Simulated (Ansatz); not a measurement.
BaTiO$_{3}$:
```xyz
5
Lattice="3.9944 0.0000 0.0000 0.0000 3.9944 0.0000 0.0000 0.0000 3.9944" Properties=species:S:1:pos:R:3 pbc="T T T"
Ba     1.9972     1.9972     1.9972
Ti     0.0000     0.0000     0.0000
O      1.9972     0.0000     0.0000
O      0.0000     1.9972     0.0000
O      0.0000     0.0000     1.9972
```

Relaxed with r²SCAN.

Q: Map the electron localisation function on the plane through (0.500, 0.500, 0.500) spanned by u = [1, 0, 0] and v = [0, 1, 1] in lattice vectors, from r²SCAN in the plane-wave PAW code Ansatz.

A: x is the fraction of u, y of v (the angle between them is 90°; rows are the nearest grid lines); atoms in the plane: Ba at (0.00, 0.00), Ti at (0.50, 0.50), O at (0.00, 0.50).
```
|  .#@@%-     -%@@#.  |
|  :%@@#-     -#@@%:  |
|.:#@@@*.     .*@@@#:.|
|@@@@%=.       .=%@@@@|
|@@%#=.         .=#%@@|
|*+=-.           .-=+*|
|..                 ..|
|++=-.           .-=++|
|%%%*-.  .-=-.  .-*%%%|
|@@@%+. :*#%#*: .+%@@@|
|%%@@*..*%%%%%*..*@@%%|
|+*%@#.-#%###%#-.#@%*+|
|+*%@#.-#%###%#-.#@%*+|
|%%@@*..*%%%%%*..*@@%%|
|@@@%+. :*#%#*: .+%@@@|
|%%%*-.  .-=-.  .-*%%%|
|++=-.           .-=++|
|..                 ..|
|*+=-.           .-=+*|
|@@%#=.         .=#%@@|
|@@@@%=.       .=%@@@@|
|.:#@@@*.     .*@@@#:.|
|  :%@@#-     -#@@%:  |
|  .#@@%-     -%@@#.  |
```
Scale: ten equal steps from -0.001 (start of ' ') to 0.875 (end of '@'), in the order ' .:-=+*#%@'; x runs from 0.000 to 1.00, y from 0.000 (bottom) to 1.00 (top).

The density is the valence pseudo-density with augmentation charge, so density and ELF within about 1 Å of a nucleus are not all-electron values.

Space group Pm-3m (cubic perovskite). This is a known high-temperature phase of the composition, computed here at zero pressure and temperature. Symmetry was held in the r²SCAN relaxation. At this level the phase is dynamically unstable (imaginary phonons). The run is not spin-polarised. Spin–orbit coupling is left out wherever it is not named.

Potentials: the earlier of the program's two PAW sets.
